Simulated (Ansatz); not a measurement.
ZnO:
```
ZnO
1.0
    2.97911     0.00000     0.00000
   -1.48955     2.57998     0.00000
    0.00000     0.00000     5.14059
Zn O
2 2
Direct
  0.00000   0.00000   0.00000
  0.00000   0.00000   0.50000
  0.33333   0.66667   0.25000
  0.66667   0.33333   0.75000
```

Relaxed with HSE06. Special points in fractions of this cell's reciprocal vectors: Γ (0.000, 0.000, 0.000); M (0.500, 0.000, 0.000); K (0.333, 0.333, 0.000); A (0.000, 0.000, 0.500); L (0.500, 0.000, 0.500); H (0.333, 0.333, 0.500).

### Question
List the band energies nearest the valence-band maximum at these points for plane-wave PAW HSE06 (Ansatz code).

### Answer
In eV from the valence-band maximum; about four levels below and three above (degenerate sets whole), none deeper than 8.9 eV; … stands for higher levels left out; points with the same levels are listed once.

| k | below | above |
|---|---|---|
| Γ | -1.08 -1.08 0.00 0.00 | 2.46 7.46 … |
| M | -3.99 -2.52 -0.85 -0.07 | 7.92 8.62 … |
| K | -2.42 -2.42 -2.01 -2.01 | 8.28 10.33 … |
| A | -0.48 -0.48 -0.48 -0.48 | 5.65 5.65 … |
| L | -1.51 -1.51 -1.24 -1.24 | 7.11 7.11 … |
| H | -3.73 -3.73 -0.40 -0.40 | 9.63 9.63 … |

Space group P6_3/mmc (NiAs type). A made-up cell: these elements were put on the sites of a structure type; the Crystallography Open Database copy checked does not list it. It is not the phase usual at ambient conditions (space group No. 186). The cell was relaxed with HSE06 under the symmetry of its start; its stability against distortions is not shown here. The hybrid was solved on a coarse mesh, the path and, where they were found, the r²SCAN edge points; its band edges are the extreme levels among these.

Potentials: the later of the program's two PAW sets.
